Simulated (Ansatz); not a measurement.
**Question.** Each is relaxed and computed with DFT-PBEsol in the program Ansatz with PAW potentials. Which is the only metal?
(A) Zn2SnO4, Imma (Pearson symbol oI28)
(B) Ti2SnC, P6_3/mmc (Ti on 4f, Sn on 2d, C on 2a)
(C) SnS2, Fd-3m (Sn on 16c, S on 32e)
(D) SnC, wurtzite

**Answer.** B, Ti2SnC, P6_3/mmc (Ti on 4f, Sn on 2d, C on 2a). Ti2SnC: metal; SnC: gap 0.97 eV (direct); SnS2: gap 1.06 eV (indirect); Zn2SnO4: gap 0.92 eV (direct). Typed or built starts, not in the databases checked: SnC, wurtzite. Not the usual ambient phase: SnS2, Fd-3m (Sn on 16c, S on 32e). Standing as an ambient phase not checked: Ti2SnC, P6_3/mmc (Ti on 4f, Sn on 2d, C on 2a); Zn2SnO4, Imma (Pearson symbol oI28). All cells were relaxed under the symmetry of their starts (and spin orders); stability against distortions was not tested throughout. Rows with no word on spin ran without spin polarisation. Scalar-relativistic: spin–orbit coupling is off unless named, which matters more the heavier the elements.

Potentials: the later of the program's two PAW sets.
